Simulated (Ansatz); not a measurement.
This log comes from Ansatz, run on PtSeTe (Janus 1T monolayer). The cell was relaxed with r2SCAN and then strained (in-plane biaxial -0.5 %), with the atoms relaxed again with r2SCAN; k points keep the names of the unstrained zone.

The cell given to it:
```
CELL_PARAMETERS angstrom
3.83094 0.00000 0.00000
-1.91547 3.31770 0.00000
0.00000 0.00000 30.29433
ATOMIC_POSITIONS crystal
Pt 0.00000 0.00000 0.29833
Se 0.33333 0.66667 0.34158
Te 0.66667 0.33333 0.25134
```
The sheet repeats along a and b alone.

The output, standing remarks left out:
```
scf.n_extra_bands = 4 over 25 filled bands (N_el = 50.0): the run solves 29 bands
Crystal: 3 atoms, lattice volume = 385.038 Å³
Basis set: ecut = 420 eV, 7529 PW (Γ)
Symmetry: 6 space group operations
Space group: P3m1 (ITA 156)
k-points: 7 of 36 (time reversal used)
Exchange kernel: α = 0.2500, screened, ω = 0.2079 Å⁻¹, Wigner–Seitz truncation, v(0) = 1046.6500 eV·Å³, q-mesh 6×6×1
preconditioner: auto → none  [insulator: Δε(μ)=1.408 eV  ℏωp=8.9 eV]
hybrid outer 1: dexx = +1.532e-2 eV, tail = 1.47e-4 eV
hybrid outer 2: dexx = +2.824e-6 eV, tail = 6.74e-8 eV, Δε = 3.39e-3 eV, ΔF = 4.66e-3 eV/Å
hybrid outer 3: dexx = +1.752e-9 eV, tail = 2.84e-9 eV, Δε = 1.21e-4 eV, ΔF = 4.38e-4 eV/Å
hybrid outer 4: dexx = +7.157e-11 eV, tail = 1.22e-10 eV, Δε = 2.07e-5 eV, ΔF = 4.81e-5 eV/Å
hybrid SCF converged: 4 outer / 18 inner (+6 warm-up)
Free energy (F): -24981.330087 eV
Fermi energy:    -5.542886 eV
--- Forces (eV/Å), atoms counted from 1 ---
  atom   1  Pt      0.00000      0.00000      0.04507
  atom   2  Se      0.00000      0.00000    -0.29669
  atom   3  Te      0.00000      0.00000      0.25157
--- 2D stress c σ (N/m, compression-positive) ---
       -0.488283       0.000000       0.000000
        0.000000      -0.488283       0.000000
        0.000000       0.000000       0.000000
  P = ½ c Tr σ = -0.4883 N/m
--- Band table (eV; the first three rows and the last of 7) ---
  k-point 0: bands = […, -9.5780, -9.5780, -7.8523, -6.2818, -5.5429, -5.5429, -2.2347, -2.2347, -1.1344, -0.2228]
  k-point 1: bands = […, -9.8786, -9.7250, -8.3422, -6.3664, -5.8732, -5.8195, -3.7729, -2.5815, -0.5664, 0.3305]
  k-point 2: bands = […, -10.3748, -9.6454, -8.7998, -7.6839, -6.8423, -6.5908, -3.6224, -2.6657, -0.6922, 0.5553]
  k-point 6: bands = […, -9.7663, -9.7581, -9.4014, -8.2609, -7.4931, -7.3456, -4.0835, -3.2433, 0.2515, 1.9325]
```

bands.tsv, columns around the gap (it counts bands from 0):
```tsv
# k_distance	band_20	band_21	band_22	band_23	band_24	band_25	band_26	band_27	band_28
# fermi_ev = -5.542886
# [0, 0, 0] at k_distance = 0.000000
# [0.5, 0, 0] at k_distance = 0.946920
# [0.3333333333, 0.3333333333, 0] at k_distance = 1.493625
# [0.2, 0, 0] at k_distance = 2.282093
# [0.265625, 0.265625, 0] at k_distance = 2.857443
# levels_relative_to = fermi_ev
0.000	-4.035	-2.309	-0.739	0.000	0.000	3.308	3.308	4.408	5.320
0.947	-3.615	-3.430	-2.939	-2.155	-1.817	2.579	2.952	4.477	6.156
1.494	-4.215	-3.859	-2.718	-1.950	-1.803	1.459	2.300	5.794	7.475
2.282	-4.216	-2.960	-1.019	-0.427	-0.338	1.541	2.902	5.156	5.882
2.857	-4.273	-3.564	-2.678	-2.200	-1.244	1.423	2.492	5.825	6.918
```
In order the rows are Γ, M, K, Γ–M (0.40), Γ–K (0.80).

Problem. Write the input file that gave this output.

Solution.
```yaml
crystal:
  # lattice and atoms as above
  periodic: [true, true, false]
kpoints:
  mp_grid: { grid: [6, 6, 1] }
  band_path:
    path:
      - [0.0, 0.0, 0.0]
      - [0.5, 0.0, 0.0]
      - [0.3333333333, 0.3333333333, 0.0]
      - [0.2, 0.0, 0.0]
      - [0.265625, 0.265625, 0.0]
    npoints: 1
hamiltonian:
  xc: hse06
scf:
  occupations: { method: fixed }
  n_extra_bands: 4
output:
  forces: true
  stress: true
  eigenvalues: true
```
The exchange loop shows exact exchange. A stress in N/m and a mesh with one point along c mark a sheet. A single point prints forces and stress when the output block asks for them. The lines shown narrow the functional down without fixing it; this is the one that was run. Not every key shows in the log; this is the file that was used, less any keys that only write grids.

Command: `ansatz run input.yaml --threads 4 --pin off --max-ram 5529MiB --backend cpu --events-out ev --progress --plain --runs-dir out`. Wall time 3.1 min on 4 threads of Arm Neoverse V2, on a shared host, load about 0.8 per core; peak host memory 3.9 GiB.

(Calculated; spin-unpolarised; the phase may be known or hypothetical.)

Spin-orbit coupling is left out, which matters wherever the heavy atoms make up the band edges.

The meshes of the hybrids are coarse, so their gaps aren't converged to the digits shown.
